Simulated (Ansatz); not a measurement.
TiNi₄GeO₈ in space group F-43m (No. 216; Pearson symbol cF56), plane-wave PAW r²SCAN (Ansatz code), all energies at zero smearing, with the estimated change up to a 700 eV cutoff added, with one set of potentials and settings (totals compare only within such a set). Cell of 14 atoms (1 Ti, 4 Ni, 1 Ge, 8 O): -34741.570 eV.

```
element                             reference phase  E (eV/atom)
-------  ------------------------------------------  -----------
Ti                      P6/mmm, 3 atoms in the cell   -2504.3896
Ni       Fm-3m, 1 atoms in the cell, spin-polarised   -5845.2912
Ge                       Fd-3m, 2 atoms in the cell   -4302.9041
O         C2/m, 4 atoms in the cell, spin-polarised    -566.0281
```

Formation energy per atom, worked out: (-34741.570 − 1×(-2504.3896) − 4×(-5845.2912) − 1×(-4302.9041) − 8×(-566.0281))/14 = -1.778 eV/atom (-172 kJ per mol of atoms), at 0 K, without zero-point energy or fitted corrections.

The first step of the workflow began from a Materials Project structure, measured or hypothetical; the Crystallography Open Database copy checked does not list it. With Ti and Ge taken as one species the cell has the higher symmetry Fd-3m, so it may be an ordered model of a mixed-site phase. Its standing as an ambient phase is unchecked. The cell was relaxed with r²SCAN under the symmetry of its start; whether a distortion lowers the energy is not shown. Spin order of the final state: ferromagnetic, chosen from 3 collinear starts compared on coarse meshes (ties went to the first, and starts can fall back to one state), not a proven ground state. Other orbital occupations within this spin state were not tried. No Hubbard U is applied. The references are the lowest solids computed at this level, not always the standard phases (solids in place of the gases).

Potentials: the later of the program's two PAW sets.
